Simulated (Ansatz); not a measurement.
Ag (β-Sn type, I4_1/amd) under volume change, DFT-r²SCAN in the program Ansatz with PAW potentials, shape and atoms relaxed at each volume.

```
V (Å³/atom)  E − E(relaxed) (meV/atom)  P (GPa)
-----------  -------------------------  -------
17.359                            50.8    10.51
17.931                             ___      ___
18.504                             ___      ___
19.076                             0.0     0.00
19.648                             4.3    -2.32
20.221                            16.1    -4.22
20.793                            34.0    -5.76
```

Problem. What belongs in the gaps?

Solution. 
- 17.931, E − E(relaxed) (meV/atom): 21.0
- 17.931, P (GPa): 6.30
- 18.504, E − E(relaxed) (meV/atom): 4.9
- 18.504, P (GPa): 2.84

Problem. What does a third-order Birch–Murnaghan fit give for V₀, B₀ and B′?

Solution. V₀ = 19.08 Å³/atom, B₀ = 85.4 GPa, B′ = 5.6.

The start of the workflow was typed in or built on a structure type; neither database checked (COD, Materials Project) lists it. It is not the phase usual at ambient conditions (space group No. 225). The cell was relaxed with r²SCAN under the symmetry of its start; its stability against distortions is not shown here. No spin polarisation was allowed. Scalar-relativistic: spin–orbit coupling is off unless named, which matters more the heavier the elements.

Potentials: the earlier of the program's two PAW sets.
